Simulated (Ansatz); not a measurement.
**One input, then a changed one: Nb (bcc type)**

First run: DFT, r2SCAN, PAW with Ansatz's default frozen-core files, scalar-relativistic (Ansatz 0.2.0).

Command: `ansatz run input.yaml --threads 2 --pin off --max-ram 4096MiB --backend cpu --events-out ev --progress --plain --runs-dir out` It took 4.7 s on 2 threads of Intel(R) Xeon(R) 6975P-C (Granite Rapids), with other jobs on the host, peak memory 0.6 GiB.

```yaml
crystal:
  lattice:
    - [-1.6522873185, 1.6522873185, 1.6522873185]
    - [1.6522873185, -1.6522873185, 1.6522873185]
    - [3.304574637, 3.304574637, 0.0]
  atoms:
    - { symbol: Nb, position: [0.0, 0.0, 0.0] }
    - { symbol: Nb, position: [0.5, 0.5, 0.5] }
kpoints:
  mp_grid: { grid: [15, 15, 9] }
scf:
  occupations: { method: fermi_dirac, width: 0.05 }
hamiltonian:
  xc: r2scan
  pseudopotentials: { kind: paw }
output:
  forces: true
  stress: true
  eigenvalues: true
```

The base cell comes from a relaxation on PAW files under the same functional.

This run: bulk in the slab's orientation.

It converges in 6 SCF iterations at a pressure of -0.06 GPa, cutoff 500 eV.

The input is then changed:

```diff
   occupations: { method: fermi_dirac, width: 0.05 }
+  lower_state_search: light
 hamiltonian:
   pseudopotentials: { kind: paw }
+  hubbard: { sites: [{ species: Nb, l: d, u_eff: 4.0 }], double_counting: fll }
 output:
   eigenvalues: true
+basis:
+  ecutwfc: "250 eV"
```

**Question.** What does the second run give?

**Answer.** It converges in 7 SCF iterations at a pressure of 2.20 GPa, cutoff 250 eV. More than one line changes, and not each need have an effect. Some of the changed settings are coarser than converged work would use.
